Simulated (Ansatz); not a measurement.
Density of states of Ir

```yaml
crystal:
  lattice:
    - [0.00000, 1.92696, 1.92696]
    - [1.92696, 0.00000, 1.92696]
    - [1.92696, 1.92696, 0.00000]
  atoms:
    - { symbol: Ir, position: [0.00000, 0.00000, 0.00000] }
```

Structure from Materials Project entry mp-101 (possibly hypothetical), not relaxed further.

Spin polarisation is left out, and whether a magnetic state lies lower isn't shown here.

Spin–orbit coupling is left out, though it moves levels of the heavy atoms by tenths of an eV or more.

The calculation used Ansatz 0.2.0, DFT, PBE, all-electron LAPW, scalar-relativistic.

Numerical set-up: a Γ-centred 18×18×18 k mesh, Fermi–Dirac smearing of 0.03 eV, basis error target 0.5 meV/atom, no spin polarisation.

States per eV and cell, averaged over 0.4 eV, from -11.0 to 6.8 eV, with energies (bin centres) from the Fermi level; empty bins are left out. The partial columns, the largest 2 alone, are projections on Löwdin-orthogonalised atomic shells (those that the program's projection atoms carry: the occupied ones and, for some elements, an empty d or f shell; other empty shells have no column), summed over atoms of an element. Weights on diffuse s and p shells depend on that basis and aren't pure angular character.

```csv
E (eV),total,Ir 5d,Ir 6s
-10.9,0.01,0.00,0.01
-10.5,0.04,0.00,0.04
-10.1,0.06,0.00,0.06
-9.7,0.08,0.00,0.07
-9.3,0.10,0.00,0.09
-8.9,0.12,0.01,0.11
-8.5,0.16,0.02,0.13
-8.1,0.30,0.11,0.19
-7.7,0.61,0.36,0.25
-7.3,0.96,0.66,0.28
-6.9,1.25,1.01,0.23
-6.5,1.17,1.03,0.13
-6.1,1.06,0.97,0.07
-5.7,0.77,0.74,0.02
-5.3,1.15,1.09,0.03
-4.9,1.07,1.01,0.04
-4.5,1.27,1.17,0.07
-4.1,1.43,1.29,0.10
-3.7,1.68,1.54,0.09
-3.3,1.58,1.46,0.08
-2.9,1.09,0.97,0.06
-2.5,0.92,0.83,0.04
-2.1,1.05,0.97,0.04
-1.7,1.27,1.19,0.04
-1.3,0.96,0.90,0.03
-0.9,0.89,0.84,0.03
-0.5,0.86,0.82,0.03
-0.1,0.90,0.86,0.03
0.3,1.16,1.11,0.03
0.7,1.57,1.51,0.04
1.1,0.90,0.85,0.04
1.5,0.35,0.27,0.05
1.9,0.27,0.17,0.07
2.3,0.27,0.15,0.08
2.7,0.28,0.13,0.08
3.1,0.28,0.11,0.09
3.5,0.27,0.10,0.10
3.9,0.27,0.08,0.10
4.3,0.26,0.06,0.10
4.7,0.25,0.05,0.10
5.1,0.24,0.04,0.10
5.5,0.23,0.03,0.10
5.9,0.21,0.03,0.11
6.3,0.17,0.02,0.09
6.7,0.24,0.03,0.14
```

Task: Which of the resolved shells contributes most within 0.3 eV of the Fermi level?

Result: Ir 5d, with 95 % of all states there; Ir 6s follows with 3 %.

Task: Where is the centre of the filled Ir 5d states between -14 eV and the top of the filled states?

Result: -3.91 eV from the Fermi level.
